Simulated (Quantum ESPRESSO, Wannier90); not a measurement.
**Sb (R-3m): Wannier90 run**

```xyz
2
Lattice="-2.1771 3.7708 0.0000 -4.3541 0.0000 0.0000 -2.1771 1.2569 3.8299" Properties=species:S:1:pos:R:3 pbc="T T T"
Sb     2.1771    -1.2569    -0.7477
Sb    -2.1771     1.2569     0.7477
```

Structure: Materials Project mp-104, symmetrised, not relaxed again. This is the element's usual structure. Computed values, not measurements, from PBEsol: Quantum ESPRESSO (norm-conserving PseudoDojo potentials, cutoff 64 Ry, no spin polarisation, no spin-orbit coupling) on a Γ-centred 8×8×8 mesh, then Wannier90. Density: 8×8×8 mesh, cold smearing 0.01 Ry. The cell is built of weakly bound layers, chains or molecules, whose nearest atoms lie 3.43 Å apart. Database cells relaxed without dispersion often hold them too far apart, which can enlarge gaps and weakens couplings between them; spacing and stacking were not compared with the measured crystal. Spin-orbit coupling is left out although heavy elements are present.

A tight-binding model is made by disentanglement and projection with no localisation steps (num_iter = 0), so the 8 orbitals stay atom-like: hydrogen-like Sb: s;p, axes along x, y, z; frozen window up to 1.50 eV relative to the Fermi level. It follows pw.x to 7.1 meV rms for states up to 1.0 eV relative to the Fermi level. Matrix elements depend on this choice of orbitals and windows.

The 30 largest hoppings ⟨m,0|H|n,R⟩ between different sites (one of each Hermitian pair; signs follow the real orbitals' lobes; the list may end inside a set of equal values):

```tsv
m	n	R	distance of the centres (Å)	t (eV)
Sb2 py	Sb1 py	0 1 0	3.08	1.525
Sb2 s	Sb1 py	0 1 0	3.00	-1.356
Sb2 py	Sb1 s	0 1 0	3.00	1.356
Sb2 pz	Sb1 py	0 1 0	3.00	1.275
Sb2 py	Sb1 pz	0 1 0	3.00	1.275
Sb2 s	Sb1 px	1 0 0	2.97	1.174
Sb2 px	Sb1 s	1 0 0	2.97	-1.174
Sb2 s	Sb1 px	1 1 0	2.97	-1.174
Sb2 px	Sb1 s	1 1 0	2.97	1.174
Sb2 pz	Sb1 px	1 0 0	2.97	-1.104
Sb2 px	Sb1 pz	1 0 0	2.97	-1.104
Sb2 pz	Sb1 px	1 1 0	2.97	1.104
Sb2 px	Sb1 pz	1 1 0	2.97	1.104
Sb2 px	Sb1 px	1 0 0	3.03	0.976
Sb2 px	Sb1 px	1 1 0	3.03	0.976
Sb2 px	Sb1 py	1 0 0	2.97	0.952
Sb2 py	Sb1 px	1 0 0	2.97	0.952
Sb2 px	Sb1 py	1 1 0	2.97	-0.952
Sb2 py	Sb1 px	1 1 0	2.97	-0.952
Sb2 pz	Sb1 py	1 0 1	3.35	0.950
Sb2 py	Sb1 pz	1 0 1	3.35	0.950
Sb2 s	Sb1 s	0 1 0	2.92	-0.879
Sb2 s	Sb1 s	1 0 0	2.92	-0.879
Sb2 s	Sb1 s	1 1 0	2.92	-0.879
Sb2 pz	Sb1 px	0 0 1	3.38	0.822
Sb2 px	Sb1 pz	0 0 1	3.38	0.822
Sb2 pz	Sb1 px	0 1 1	3.38	-0.822
Sb2 px	Sb1 pz	0 1 1	3.38	-0.822
Sb2 s	Sb1 pz	0 1 0	2.92	-0.814
Sb2 pz	Sb1 s	0 1 0	2.92	0.814
```
